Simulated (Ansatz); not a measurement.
The cell below belongs to a search over invented structures; it isn't taken from experiment.

Input and command of a plane-wave DFT calculation in Ansatz:

```yaml
crystal:
  lattice:
    - [0.0, 5.1845, 5.1845]
    - [5.1845, 0.0, 5.1845]
    - [5.1845, 5.1845, 0.0]
  atoms:
    - { symbol: V, position: [0.0, 0.0, 0.0], spin: 2.0 }
    - { symbol: In, position: [0.5, 0.5, 0.5] }
    - { symbol: C, position: [0.815122, 0.184878, 0.184878] }
    - { symbol: C, position: [0.184878, 0.815122, 0.184878] }
    - { symbol: C, position: [0.184878, 0.184878, 0.815122] }
    - { symbol: C, position: [0.184878, 0.815122, 0.815122] }
    - { symbol: C, position: [0.815122, 0.184878, 0.815122] }
    - { symbol: C, position: [0.815122, 0.815122, 0.184878] }
    - { symbol: "N", position: [0.70228566, 0.29771434, 0.29771434] }
    - { symbol: "N", position: [0.29771434, 0.70228566, 0.29771434] }
    - { symbol: "N", position: [0.29771434, 0.29771434, 0.70228566] }
    - { symbol: "N", position: [0.29771434, 0.70228566, 0.70228566] }
    - { symbol: "N", position: [0.70228566, 0.29771434, 0.70228566] }
    - { symbol: "N", position: [0.70228566, 0.70228566, 0.29771434] }
basis:
  ecutwfc: 420
kpoints:
  mp_grid: { grid: [4, 4, 4] }
hamiltonian:
  xc: pbe
scf:
  occupations: { method: gaussian, width: 0.1 }
  lower_state_search: "off"
output:
  forces: true
  stress: true
  eigenvalues: true
  populations: true
magnetization:
  spin_polarized: true
relax:
  adjacent_minimum: "off"
  f_tol: 0.04
  max_steps: 70
  cell: { stress_tol: 0.4 }
```

```bash
ansatz run input.yaml --threads 1 --pin off --max-ram 2560MiB --backend cpu --events-out ev --progress --plain --runs-dir out
```

Processor: Intel(R) Xeon(R) 6975P-C (Granite Rapids), 1 thread, on a host shared with other jobs.

Problem. How long does it run, and how much memory does it take?

Solution. About 94 s, peak memory 0.81 GiB. It solves 55 bands at 8 k points (after reduction by symmetry) with about 6375 plane waves (on the last cell), in 86 SCF iterations over 9 ionic steps.
